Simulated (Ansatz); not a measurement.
Given:

ReB2:
```xyz
6
Lattice="2.8729 0.0000 0.0000 -1.4364 2.4880 0.0000 0.0000 0.0000 7.4164" Properties=species:S:1:pos:R:3 pbc="T T T"
Re     1.4364     0.8293     5.5623
Re     0.0000     1.6587     1.8541
B      1.4364     0.8293     3.3527
B      0.0000     1.6587     4.0637
B      0.0000     1.6587     7.0608
B      1.4364     0.8293     0.3555
```

This is the LDA-relaxed structure. x, y and z are the axes in which the lattice vectors are written.

Task: All from LDA (plane waves, PAW; program Ansatz), unless another level is named. Estimate the Young's modulus.

Result: 697 GPa.

Task: Next, the elastic constants (relaxed ions, GPa)?

Result: C11 = 685, C12 = 176, C13 = 139, C33 = 1090, C44 = 287.

Space group P6_3/mmc. The workflow started from a Materials Project entry (that database holds measured and hypothetical structures alike); the Crystallography Open Database files this formula in space group No. 194, but the cells were not matched. Its standing as an ambient phase is unchecked. The cell was relaxed with LDA under the symmetry of its start; of distortions, only those at the zone centre were tested. No spin polarisation was allowed. As this level gives no gap, shear constants depend on the k-mesh and smearing (Fermi–Dirac, 0.1 eV here). Spin–orbit coupling is left out wherever it is not named.

Potentials: the later of the program's two PAW sets.
